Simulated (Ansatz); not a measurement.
Relax this structure to zero stress and force, keeping its symmetry:

```
CELL_PARAMETERS angstrom
5.38000 0.00000 0.00000
0.00000 5.38000 0.00000
0.00000 0.00000 5.38000
ATOMIC_POSITIONS crystal
Pb 0.25000 0.25000 0.25000
Pb 0.75000 0.75000 0.25000
Pb 0.25000 0.75000 0.75000
Pb 0.75000 0.25000 0.75000
O 0.00000 0.00000 0.00000
O 0.50000 0.50000 0.50000
```

Computed with DFT r2SCAN, scalar-relativistic, plane waves, PAW in Ansatz.

Plane waves to 500 eV, a k mesh through Γ of 8×8×8 on the computed 6-atom cell and Gaussian smearing (0.10 eV); no spin polarisation.

What does it relax to?

The volume increases by 0.47 Å³/atom to 26.42 Å³/atom, and the energy falls by 1.4 meV/atom. Final structure:
```
Pb O
1.0
     5.41215    0.00000    0.00000
     0.00000    5.41215    0.00000
     0.00000    0.00000    5.41215
Pb O
4 2
Cartesian
  1.3530 1.3530 1.3530
  4.0591 4.0591 1.3530
  1.3530 4.0591 4.0591
  4.0591 1.3530 4.0591
  0.0000 0.0000 0.0000
  2.7061 2.7061 2.7061
```

Spin–orbit coupling is left out, which can shift energies with elements as heavy as these.

Cost: 1 run of about 5 core-minutes, on Intel Xeon Processor @ 2.50GHz (Skylake/Cascade Lake) (shared hosts).